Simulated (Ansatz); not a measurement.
Au (fcc, Cu type)

```xyz
1
Lattice="0.0000 2.0786 2.0786 2.0786 0.0000 2.0786 2.0786 2.0786 0.0000" Properties=species:S:1:pos:R:3 pbc="T T T"
Au     0.0000     0.0000     0.0000
```

The relaxed cell is deformed in two ways at once: its volume V is scaled, and at that volume it is stretched along z (the c axis of the conventional cell) so that c/a changes. Fractional atomic positions are held.

All values below come from PBE (plane waves to 420 eV, PAW, scalar-relativistic; Ansatz, a program for electronic structure). k mesh 19×19×19 (Γ-centred), Fermi-Dirac smearing 0.05 eV. Compression counts positive. With partly filled bands, the response to shear is sensitive to the k mesh, so small differences along c/a are uncertain. Au was relaxed with its symmetry unable to fall. Spin-orbit coupling is left out, though Au is heavy. The PAW data are Ansatz's earlier set. The last digit holds for this mesh only.

Changes of σzz (GPa) from the point V/V₀ = 1.000, (c/a)/(c/a)₀ = 1.000 when one coordinate moves alone (two changes are said to add if the coupling is within 5 % of the smaller one, nearly so within 20 %):

```
point                               change
----------------------------------  ------
V/V₀ = 1.000, (c/a)/(c/a)₀ = 0.880    1.25
V/V₀ = 1.000, (c/a)/(c/a)₀ = 0.940    0.34
V/V₀ = 0.920, (c/a)/(c/a)₀ = 1.000   14.79
V/V₀ = 0.960, (c/a)/(c/a)₀ = 1.000    6.36
V/V₀ = 1.040, (c/a)/(c/a)₀ = 1.000   -4.83
V/V₀ = 1.080, (c/a)/(c/a)₀ = 1.000   -8.49
V/V₀ = 1.000, (c/a)/(c/a)₀ = 1.060   -0.93
V/V₀ = 1.000, (c/a)/(c/a)₀ = 1.120   -2.09
```

Task: Do the two effects add at V/V₀ = 1.080, (c/a)/(c/a)₀ = 1.120? Give the computed change.

Result: The sum of the single changes is -8.49 + (-2.09) = -10.58; the calculation gives -9.65, so the coupling contributes 0.93 (over 20 % of the smaller single change, not additive).

Task: Do the two effects add at V/V₀ = 1.040, (c/a)/(c/a)₀ = 0.880? Give the computed change.

Result: The sum of the single changes is -4.83 + (1.25) = -3.58; the calculation gives -3.85, so the coupling contributes -0.27 (over 20 % of the smaller single change, not additive).

(A scan under strain: stresses follow from slopes of the energy per volume, elastic moduli from its curvatures.)
